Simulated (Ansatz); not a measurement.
The relaxed structure here is a generated cell of Rh: the first start was made by a random draw of sites in a space group, and the end was not matched to a known phase here, so it may be hypothetical. Known forms of Rh include space group No. 225.

The end point of a relaxation of Rh. Calculation: r2SCAN (plane waves to 500 eV, PAW, scalar-relativistic; Ansatz, an electronic-structure program).

```
CELL_PARAMETERS angstrom
      4.30372     0.00000     0.00000
     -2.15186     3.72713     0.00000
      0.00000     0.00000     2.63524
ATOMIC_POSITIONS crystal
  Rh 0.33333 0.66667 0.50000
  Rh 0.66667 0.33333 0.50000
  Rh 0.00000 0.00000 0.00000
```

Problem. Find the space group and the Wyckoff positions (tolerance 0.01 Å).

Solution. Space group P6/mmm (No. 191); a = 4.304 Å, b = 4.304 Å, c = 2.635 Å, α = 90.00°, β = 90.00°, γ = 120.00°

| atom | site | symmetry | x | y | z |
|---|---|---|---|---|---|
| Rh | 2d | -6m2 | 0.3333 | 0.6667 | 0.5000 |
| Rh | 1a | 6/mmm | 0.0000 | 0.0000 | 0.0000 |

Problem. Give the shortest distances between elements (the closest pairs, up to four, under 3.6 Å).

Solution. Rh–Rh 2.48 Å.

| Quantity | Value |
|---|---|
| Volume per atom | 14.09 Å³ |
| Band gap | no gap (metallic) |

No spin polarisation in the result.

The run could not lose the symmetry of its start: the end is stationary, and may be a saddle point rather than a minimum.

All atoms sit on sites fixed by symmetry, so only the cell could relax.
